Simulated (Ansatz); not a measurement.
Zn₃Rh: distorted cells

Method: Ansatz, DFT PBEsol, scalar-relativistic, plane waves, PAW.

Plane waves to 420 eV, a k mesh through Γ of 16×16×16 on the computed 4-atom cell and Gaussian smearing (0.10 eV); no spin polarisation.

Reference cell:

```
Zn Rh
1.0
    -1.83365    1.83365    4.02045
     1.83365   -1.83365    4.02045
     1.83365    1.83365   -4.02045
Zn Rh
3 1
Direct
  0.75000 0.25000 0.50000
  0.25000 0.75000 0.50000
  0.50000 0.50000 0.00000
  0.00000 0.00000 0.00000
```

Each variant moves atoms of this cell by the vectors given, if any (Å), and then applies a symmetric strain (tensor components, Cartesian axes). The reference cell isn't relaxed at this level. Energies are per atom at zero smearing, counted from the lowest variant. Pressure is positive in compression.

1. strain (xx yy zz yz xz xy, %) 3.27 3.27 -2.73 0.00 0.00 0.00
2. strain (xx yy zz yz xz xy, %) -0.93 -0.93 2.07 0.00 0.00 0.00
3. strain (xx yy zz yz xz xy, %) 3.28 3.28 0.28 0.00 0.00 0.00
4. strain (xx yy zz yz xz xy, %) 0.28 0.28 6.28 0.00 0.00 0.00

```json
{"variant": "1", "ΔE (meV/atom)": "?", "P (GPa)": "?", "largest force (eV/Å)": "?", "gap on mesh (eV)": "?", "space group": "?"}
{"variant": "2", "ΔE (meV/atom)": "0.0", "P (GPa)": "-2.32", "largest force (eV/Å)": "0.00", "gap on mesh (eV)": "0", "space group": "I4/mmm"}
{"variant": "3", "ΔE (meV/atom)": "39.3", "P (GPa)": "-10.46", "largest force (eV/Å)": "0.00", "gap on mesh (eV)": "0", "space group": "I4/mmm"}
{"variant": "4", "ΔE (meV/atom)": "42.5", "P (GPa)": "-9.73", "largest force (eV/Å)": "0.00", "gap on mesh (eV)": "0", "space group": "I4/mmm"}
```

Question: Give the withheld rows.

Answer:
| variant | ΔE (meV/atom) | P (GPa) | largest force (eV/Å) | gap on mesh (eV) | space group |
| --- | --- | --- | --- | --- | --- |
| 1 | 21.8 | -7.22 | 0.00 | 0 | I4/mmm |